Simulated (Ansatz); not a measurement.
Cu Kα1 powder pattern (kinematic, no thermal factors).
| 2θ (°) | relative intensity |
| --- | --- |
| 17.25 | 6 |
| 18.89 | 37 |
| 20.46 | 20 |
| 27.98 | 9 |
| 29.09 | 100 |
| 32.08 | 64 |
| 34.02 | 3 |
| 34.91 | 32 |
| 38.32 | 4 |
| 41.60 | 38 |
| 43.82 | 6 |
| 43.85 | 54 |
| 46.06 | 15 |
| 46.79 | 5 |
| 48.82 | 8 |
| 50.81 | 2 |
| 50.89 | 3 |
| 53.48 | 15 |
| 57.84 | 5 |
| 58.98 | 7 |
| 59.62 | 3 |
| 60.30 | 13 |
| 62.01 | 4 |
| 62.03 | 19 |
| 63.11 | 2 |
| 63.79 | 6 |
| 67.10 | 18 |
| 68.32 | 18 |
| 69.95 | 14 |
| 71.61 | 8 |
| 73.73 | 2 |
| 74.75 | 13 |
| 75.31 | 1 |
| 78.46 | 2 |
| 79.62 | 1 |
| 81.14 | 4 |
| 82.05 | 1 |
| 82.68 | 1 |
| 84.80 | 13 |
| 89.30 | 4 |
| 89.38 | 9 |

The pattern is computed from a structure relaxed with DFT PBE, scalar-relativistic, plane waves, PAW in Ansatz. No spin polarisation. Its elements are Bi, Te.

Give the structure.

BiTe$_{4}$.
Space group I4/mmm (No. 139). a = 6.135 Å, b = 6.135 Å, c = 9.388 Å, α = 90.00°, β = 90.00°, γ = 90.00°
| atom | site | symmetry | x | y | z |
| --- | --- | --- | --- | --- | --- |
| Bi | 2a | 4/mmm | 0.0000 | 0.0000 | 0.0000 |
| Te | 4e | 4mm | 0.0000 | 0.0000 | 0.3427 |
| Te | 4c | mmm. | 0.0000 | 0.5000 | 0.0000 |

A pattern alone doesn't exclude other cells with like lines; this is the one computed.

The structure comes from a generated guess; another structure or a mixture of phases may lie lower.
